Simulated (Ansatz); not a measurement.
Values for one crystal, relaxed and computed with r²SCAN in the plane-wave PAW code Ansatz; other levels are named.

```yaml
volume_per_atom: 32.40 Å³
band_gap: 0.14 eV (direct)
Gap with spin–orbit coupling: 0.09 eV
hill_bulk_and_shear_moduli: 44.5 and 30.5 GPa
electron_effective_mass: 0.065, 0.12, 0.12 mₑ (principal values)
Bulk modulus (Birch–Murnaghan fit): 43.8 GPa
mechanical_stability: stable (all eigenvalues of C positive)
```

Which of these materials gives this?
(A) PbS, rock salt
(B) BeS, rock salt
(C) CaO, rock salt
(D) SnTe, rock salt

D, SnTe, rock salt

Space group Fm-3m (rock salt). Symmetry was held in the r²SCAN relaxation. At this level the phase is dynamically unstable (imaginary phonons). Spin–orbit coupling is left out wherever it is not named.

Potentials: the earlier of the program's two PAW sets.
